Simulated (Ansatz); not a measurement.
Relaxed-ion elastic tensor of W3N in space group Fm-3m (No. 225; N on 4a, W on 4b, W on 8c) in GPa (Voigt order), DFT-PBEsol in the program Ansatz with PAW potentials; density 16.80 g/cm³, 13.97 Å³ per atom.

```tsv
	1	2	3	4	5	6
1	218	282	282	0.0	0.0	0.0
2	282	218	282	0.0	0.0	0.0
3	282	282	218	0.0	0.0	0.0
4	0.0	0.0	0.0	-113	0.0	0.0
5	0.0	0.0	0.0	0.0	-113	0.0
6	0.0	0.0	0.0	0.0	0.0	-113
```

Question: Is the crystal mechanically stable?

Answer: No: the smallest eigenvalue of C is -113 GPa.

The cell is a constructed one: a structure type filled with these elements; neither database checked (COD, Materials Project) lists it. Whether it is the stable phase at ambient conditions was not checked. The PBEsol relaxation kept the symmetry of its start. At this level the phase is dynamically unstable (imaginary phonons). The run is not spin-polarised. As this level gives no gap, shear constants depend on the k-mesh and smearing (Fermi–Dirac, 0.1 eV here). Spin–orbit coupling is left out wherever it is not named.

Potentials: the earlier of the program's two PAW sets. The files were generated under PBE; for other functionals the program regenerates the frozen cores, and for LDA and PBEsol the local potential too.
